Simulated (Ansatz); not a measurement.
KMgF₃ (cubic perovskite, Pm-3m) under volume change, HSE06 in the plane-wave PAW code Ansatz, scaled uniformly.

| V (Å³/atom) | E − E(relaxed) (meV/atom) | P (GPa) |
|---|---|---|
| 11.695 | ___ | ___ |
| 12.081 | 11.8 | 5.19 |
| 12.466 | 2.8 | 2.38 |
| 12.852 | 0.0 | 0.00 |
| 13.237 | 2.4 | -2.02 |
| 13.623 | ___ | ___ |
| 14.009 | 20.2 | -5.19 |

Problem. What belongs in the gaps?

Solution. 
- 11.695, E − E(relaxed) (meV/atom): 28.1
- 11.695, P (GPa): 8.50
- 13.623, E − E(relaxed) (meV/atom): 9.4
- 13.623, P (GPa): -3.74

Problem. What does a third-order Birch–Murnaghan fit give for V₀, B₀ and B′?

Solution. V₀ = 12.85 Å³/atom, B₀ = 73.0 GPa, B′ = 4.5.

The cell was relaxed with HSE06 under the symmetry of its start.

Potentials: the later of the program's two PAW sets.
